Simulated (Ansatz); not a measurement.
## MgMn2Co2O8: Electric field gradients

The cell is a Materials Project structure (computed, not necessarily an observed phase), atoms as given.

Space group Imm2 (No. 44); a = 5.7892, b = 5.8366, c = 8.1718 Å.

```
site  Wyckoff  site symmetry       x       y       z
  Mg       2a            mm2  0.0000  0.0000  0.9105
  Mn       4d            m..  0.0000  0.2459  0.5361
  Co       4c            .m.  0.2535  0.5000  0.7907
  O6       4d            m..  0.5000  0.7794  0.2754
  O8       4c            .m.  0.2758  0.0000  0.0507
 O10       4c            .m.  0.2789  0.5000  0.0253
 O12       4d            m..  0.5000  0.2835  0.8042
```

One atom of each set is listed; the run and its k-mesh use a cell of 13 atoms with edges of 5.80, 5.80, 5.80 Å.

The numbers come from a DFT calculation in Ansatz (PBE, plane waves and PAW, scalar-relativistic, collinear spin, 420 eV cutoff, Γ-centred 5×5×5 k-points, Fermi–Dirac smearing 0.02 eV). Start moments as typed (μB): 3 on each Mn, 4 on each Co, none on the rest. The program fits them to the shells of the files, so those used differ somewhat.

V_zz is the principal component of the electric field gradient with the largest magnitude, η = (V_xx − V_yy)/V_zz and C_Q = eQV_zz/h.

²⁵Mg: I = 5/2, Q = 199.4 mb; ⁵⁵Mn: I = 5/2, Q = 330.0 mb; 59Co: I = 7/2, Q = 420.0 mb; O-17: I = 5/2, Q = -25.58 mb. Nuclear quadrupole moments: year-2017 set (Pyykkö).

```csv
site,atoms,first shell,V_zz (10²¹ V/m²),η,C_Q (MHz)
Mg,1,4 O at 1.97 Å,-0.26,0.05,-1.23
Mn,2,6 O at 1.90–1.97 Å,-2.10,0.33,-16.8
Co,2,6 O at 1.91–1.97 Å,1.76,0.47,17.9
O6,2,"2 Co at 1.96 Å, 1 Mn at 1.97 Å, 1 Mg at 1.97 Å",-2.88,0.29,1.78
O8,2,"1 Mg at 1.97 Å, 1 Co at 1.97 Å, 2 Mn at 1.97 Å",-2.47,0.30,1.53
O10,2,"1 Co at 1.92 Å, 2 Mn at 1.93 Å",-3.29,0.27,2.03
O12,2,"1 Mn at 1.90 Å, 2 Co at 1.91 Å",-4.03,0.23,2.49
```

At O10 and O12 V_zz stands upright on the plane through its three neighbours (within 9°) in each case. At O8 V_zz points along its one bond to Mg (within 7°).

At this cell the principal stresses reach 5 GPa in size with PBE, which can matter for small gradients. The largest force is 0.5 eV/Å, so the atoms aren't at the calculated equilibrium and relaxing them would move these values. With these PAW files V_zz is typically within 2 to 3 % of all-electron values, but misses above 10 % occur on Co. With a gap of 0.5 eV on this mesh, small gradients can still move by 0.1 × 10²¹ V/m² or more as the k-mesh gets denser. All moments are parallel here, as the start or the cell imposes; many such compounds order antiparallel, where fields and spin densities carried over to other atoms largely cancel. The magnetic order is the one that the run reached from its start moments, not necessarily the measured one.
